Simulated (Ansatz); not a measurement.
**Slab of bcc Nb (100), 4 layers**

The slab is cut from the bcc crystal, the stable phase, as relaxed on PAW files (18.15 Å³/atom), with 16 Å of vacuum and a dipole correction:

```
CELL_PARAMETERS angstrom
3.31123 0.00000 0.00000
0.00000 3.31123 0.00000
0.00000 0.00000 20.96680
ATOMIC_POSITIONS crystal
Nb 0.25000 0.25000 0.38155
Nb 0.75000 0.75000 0.46052
Nb 0.25000 0.25000 0.53948
Nb 0.75000 0.75000 0.61845
```

Level of theory: DFT with PBE, scalar-relativistic, in Ansatz 0.2.0; a Γ-centred 10×10×1 k mesh, Fermi–Dirac smearing of 0.05 eV, no spin polarisation. LAPW: all electrons, basis error target 1 meV/atom; PAW: frozen-core files, cutoff 420 eV.

The bulk energy comes from a cell in the slab's orientation on a 10×10×10 mesh. The surface energy is (E(slab) − N·E(bulk))/2A at zero smearing, the mean of both faces; thin slabs carry quantum-size effects.

The cell is 1×1, so reconstructions are forbidden, and in slabs of four or five layers the relaxations can be far larger than at a real surface.

Problem. As cut, the LAPW slab lies 3.656 eV above 4 atoms of bulk. What surface energy is that?

Solution. Over two faces of 10.96 Å² it is 166.7 meV/Å², and times 16.02 J/m² per eV/Å² that gives γ = 2.671 J/m².

Problem. What do relaxation and the other method give, and what work function comes out?

Solution. 

| method | γ as cut (J/m²) | γ relaxed (J/m²) | Φ as cut (eV) | Φ relaxed (eV) |
| --- | --- | --- | --- | --- |
| LAPW | 2.671 | 2.576 | 3.72 | 3.62 |
| PAW | 2.670 | 2.574 | 3.72 | 3.62 |

Problem. How do the spacings between the planes relax?

Solution. From the bottom face up: d12 -9.3 % of 1.656 Å, d23 0.0 % of 1.656 Å, d34 -9.3 % of 1.656 Å.

Problem. What changes if the vacuum is set to 9 Å?

Solution. LAPW then gives: no gap, work function 3.60 eV; PAW: no gap, work function 3.60 eV. The program warns that the vacuum is too thin.

Problem. What changes if the images along the normal are cut off in place of the dipole correction?

Solution. LAPW then gives: no gap, work function 3.62 eV; PAW: no gap, work function 3.62 eV.

Problem. A 3d core hole is made on one atom of each kind in every 1×1 cell (PAW hole dataset, neutral cell, valence without spin). What does it cost by layer?

Solution. layer 1 201.81 eV, layer 2 201.56 eV. Shifts between layers mean more than the absolute values, and a whole layer of holes screens otherwise than one hole.
